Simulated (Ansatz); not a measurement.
Q: Each is relaxed and computed with plane-wave PAW PBEsol (Ansatz code). Which is the only metal?
(A) CoSi2, P6/mmm (Co on 1a, Si on 2d)
(B) FeSi2, Cmce (Fe on 8f, Fe on 8d, Si on 16g, Si on 16g)
(C) Si3N4, P6_3/m (Si on 6h, N on 2c, N on 6h)
(D) SiGe, wurtzite

A: A, CoSi2, P6/mmm (Co on 1a, Si on 2d). CoSi2: metal; Si3N4: gap 4.19 eV (indirect); FeSi2: gap 0.74 eV (indirect); SiGe: gap 0.35 eV (indirect). Constructed cells (a structure type filled with these elements, in neither database checked): CoSi2, P6/mmm (Co on 1a, Si on 2d). Not the usual ambient phase: CoSi2, P6/mmm (Co on 1a, Si on 2d). Standing as an ambient phase not checked: FeSi2, Cmce (Fe on 8f, Fe on 8d, Si on 16g, Si on 16g); SiGe, wurtzite. Began spin-polarised and lost the moments: CoSi2, P6/mmm (Co on 1a, Si on 2d). Unstable at this level: CoSi2, P6/mmm (Co on 1a, Si on 2d). All cells were relaxed under the symmetry of their starts (and spin orders); stability against distortions was not tested throughout. Rows with no word on spin ran without spin polarisation. Spin–orbit coupling is left out wherever it is not named.

Potentials: the later of the program's two PAW sets.
